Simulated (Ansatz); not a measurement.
**Collinear states of IrO**

The calculation used DFT PBEsol+U, scalar-relativistic, plane waves, PAW (Ansatz).

```cif
data_structure
_symmetry_space_group_name_H-M 'P 1'
_symmetry_Int_Tables_number 1
_cell_length_a 3.3240
_cell_length_b 3.3240
_cell_length_c 3.3240
_cell_angle_alpha 60.000
_cell_angle_beta 60.000
_cell_angle_gamma 60.000
_cell_volume 25.97
loop_
_atom_site_label
_atom_site_type_symbol
_atom_site_fract_x
_atom_site_fract_y
_atom_site_fract_z
_atom_site_occupancy
Ir1 Ir 0.00000 0.00000 0.00000 1
O1 O 0.25000 0.25000 0.25000 1
```

```json
{"plane-wave cutoff": "420 eV", "Γ-centred k-mesh": "16×16×16", "occupation rule": "Gaussian smearing, 0.05 eV", "U_eff on Löwdin-orthogonalised atomic d orbitals": "Ir 4 eV", "list of starting moments (μB, in atom order)": "2.5 0", "check for lower electronic states after the SCF": "on"}
```

All runs keep this geometry, which isn't relaxed for the lowest state (largest force there 0.000 eV/Å, pressure 7.0 GPa) and needn't be a stable compound; relaxing each order would shift the differences by some 13 meV/atom, going by the pressures and a bulk modulus of about 150 GPa. Spin–orbit coupling is left out, which for heavy magnetic ions can matter as much as these differences. Site moments are spin moments in atom-centred spheres that scale with the neighbour distance. The states are those that the runs reached from these starts; a lower one can exist. No antiferromagnetic start is among these.

Starts tried: no spin; large parallel starting moments. Which state comes out lowest, and what are the moments?

Of the states reached here, with no antiferromagnetic start among them, the lowest is ferromagnetic, reached from the start “large parallel starting moments”, with site moments (μB) Ir +0.87, O +0.08.

```tsv
start	ends	energy above lowest (meV/atom)	site moments (μB)	gap on mesh (eV)	P (GPa)
no spin	non-magnetic	102	none over 0.05	metal	1.0
large parallel starting moments	ferromagnetic	0.00	Ir +0.87, O +0.08	metal	7.0
```

Cost: 2 runs of about 3.2 core-minutes in all, on Intel Xeon 6975P-C (Granite Rapids) (shared hosts).